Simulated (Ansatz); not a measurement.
## Ru: from a starting cell to a relaxed one

The start is a relaxed Ru cell displaced along its unstable phonon at q = (½, ½, 0) of its primitive reciprocal cell (252i cm⁻¹), largest move 0.15 Å. Cell shape, volume and atoms are optimised at zero target pressure with PBE (plane waves to 420 eV, PAW, scalar-relativistic; Ansatz, a program for electronic structure). The first steps use a coarse 15×15×15 k-mesh.

Starting cell:
```yaml
crystal:
  lattice:
    - [-3.22795, 3.22795, 2.73611]
    - [0.00000, 0.00000, 2.73611]
    - [1.61398, 1.61398, -1.36806]
  atoms:
    - { symbol: Ru, position: [0.00000, 0.96714, 0.93428] }
    - { symbol: Ru, position: [0.50000, 0.03286, 0.06572] }
```

```json
{
 "largest_initial_force": "1.90 eV/Å, on Ru1, Ru2 (atoms numbered as listed)",
 "energy_released": "0.35 eV/atom",
 "volume_change": "-3.4 %, from 14.25 to 13.77 Å³/atom",
 "Shortest distances (start → end)": "The closest pairs of elements (up to four, under 3.6 Å), start → end: Ru–Ru 2.66 → 2.66 Å",
 "optimiser_moves": "9"
}
```

Relaxed structure:

```cif
data_Ru2
_chemical_formula_sum 'Ru2'
_space_group_name_H-M_alt 'P63/mmc'
_space_group_IT_number 194
_space_group_name_Hall '-P 6c 2c'
_cell_length_a 2.72202
_cell_length_b 2.72202
_cell_length_c 4.29078
_cell_angle_alpha 90.000
_cell_angle_beta 90.000
_cell_angle_gamma 120.000
loop_
_atom_site_label
_atom_site_type_symbol
_atom_site_symmetry_multiplicity
_atom_site_Wyckoff_symbol
_atom_site_fract_x
_atom_site_fract_y
_atom_site_fract_z
_atom_site_occupancy
Ru1 Ru 2 d 0.66667 0.33333 0.25000 1
```

Final values are on a 20×20×11 k-mesh of the relaxed cell. No spin polarisation in the result.

The run could not lose the symmetry of its start.

Of the parent cell (I4/mmm (No. 139)): it is a generated cell of Ru: the first start was made by placing the elements on the sites of a structure type, and the end was not matched to a known phase here, so it may be hypothetical. Known forms of Ru include space group No. 194.
